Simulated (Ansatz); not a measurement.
The start is a generated cell, Hf placed in the beta-W structure type. A full variable-cell relaxation at zero pressure is run with r2SCAN (plane waves to 500 eV, PAW, scalar-relativistic; Ansatz, an electronic-structure program). First-step values are on the input's coarse k-mesh.

Ansatz input (later rounds restart from its end on a renewed k-mesh):
Ansatz 0.2 input:
```yaml
crystal:
  lattice:
    - [5.679138, 0, 0]
    - [0, 5.679138, 0]
    - [0, 0, 5.679138]
  atoms:
    - { symbol: Hf, position: [0.25, 0, 0.5] }
    - { symbol: Hf, position: [0.75, 0, 0.5] }
    - { symbol: Hf, position: [0, 0.5, 0.25] }
    - { symbol: Hf, position: [0, 0.5, 0.75] }
    - { symbol: Hf, position: [0.5, 0.25, 0] }
    - { symbol: Hf, position: [0.5, 0.75, 0] }
    - { symbol: Hf, position: [0, 0, 0] }
    - { symbol: Hf, position: [0.5, 0.5, 0.5] }
basis: { ecutwfc: 500, ecutrho_ratio: 4, xc_grid: 4, fft_grid_basis: typed }
kpoints: { mp_grid: { grid: [6, 6, 6] } }
hamiltonian:
  xc: r2scan
  dispersion: none
  pseudopotentials: { azcp: { folder: ./paw }, kind: paw }
scf: { occupations: { method: fermi_dirac, width: 0.05 } }
relax: { f_tol: 0.01, max_steps: 100, cell: { stress_tol: 0.02 } }
output: { forces: true, stress: true }
```

Task: How much energy is released per atom?

Result: Under 0.01 eV/atom.

Task: How does the volume change?

Result: -2.2 %, from 22.90 to 22.40 Å³/atom.

Task: How do the shortest distances between atoms change?

Result: The closest pairs of elements (up to four, under 3.6 Å), start → end: Hf–Hf 2.84 → 2.82 Å.

Task: What does it relax into? Give the structure.

Result: 
```cif
data_Hf8
_chemical_formula_sum 'Hf8'
_space_group_name_H-M_alt 'Pm-3n'
_space_group_IT_number 223
_space_group_name_Hall '-P 4n 2 3'
_cell_length_a 5.63766
_cell_length_b 5.63766
_cell_length_c 5.63766
_cell_angle_alpha 90.000
_cell_angle_beta 90.000
_cell_angle_gamma 90.000
loop_
_atom_site_label
_atom_site_type_symbol
_atom_site_symmetry_multiplicity
_atom_site_Wyckoff_symbol
_atom_site_fract_x
_atom_site_fract_y
_atom_site_fract_z
_atom_site_occupancy
Hf1 Hf 6 c 0.00000 0.50000 0.25000 1
Hf2 Hf 2 a 0.00000 0.00000 0.00000 1
```

The space group stays Pm-3n (No. 223) (the run could not lower it), with 8 atoms in the primitive cell. Final values are on a 8×8×8 k-mesh of the relaxed cell. No spin polarisation in the result.

The run could not lose the symmetry of its start: the end is stationary, and may be a saddle point rather than a minimum.

All atoms sit on sites fixed by symmetry, so only the cell could relax.

The relaxed structure here is a generated cell of Hf: the first start was made by placing the elements on the sites of a structure type, and the end was not matched to a known phase here, so it may be hypothetical. Known forms of Hf include space group No. 194.
